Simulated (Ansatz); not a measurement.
Hf2N2O in space group C2/m (No. 12; Pearson symbol mS30), r²SCAN in the plane-wave PAW code Ansatz, all energies at zero smearing, with the estimated change up to a 700 eV cutoff added, with one set of potentials and settings (totals compare only within such a set). Cell of 15 atoms (6 Hf, 6 N, 3 O): -98441.221 eV.

```
element                            reference phase  E (eV/atom)
-------  -----------------------------------------  -----------
Hf                   P6_3/mmc, 2 atoms in the cell  -15733.0631
N                        Pa-3, 8 atoms in the cell    -384.8315
O        C2/m, 4 atoms in the cell, spin-polarised    -566.0281
```

Formation energy per atom, worked out: (-98441.221 − 6×(-15733.0631) − 6×(-384.8315) − 3×(-566.0281))/15 = -2.385 eV/atom (-230 kJ per mol of atoms), at 0 K, without zero-point energy or fitted corrections.

The workflow started from a Materials Project entry (that database holds measured and hypothetical structures alike); the Crystallography Open Database copy checked does not list it. Its standing as an ambient phase is unchecked. Symmetry was held in the r²SCAN relaxation; whether a distortion lowers the energy is not shown. The run is not spin-polarised. The references are the lowest solids computed at this level, not always the standard phases (solids in place of the gases). Spin–orbit coupling is left out wherever it is not named.

Potentials: the later of the program's two PAW sets.
